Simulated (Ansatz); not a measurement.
An element in the diamond structure gives these cold pressures by all-electron LAPW under PBEsol (Ansatz 0.2.0, scalar-relativistic, no spin polarisation).

```csv
V (Å³/atom),P (GPa)
39.75,0.00
34.98,1.53
31.01,2.96
27.03,6.68
23.06,16.71
19.88,38.7
17.09,80.5
```

(1) Which element is it?

## Answers

(1) Y. Its zero-pressure volume in this structure is near 39.8 Å³/atom; the volume and the steepness of P(V) together point to it, though neighbours can come close. Other candidates weren't computed, and some may come near.
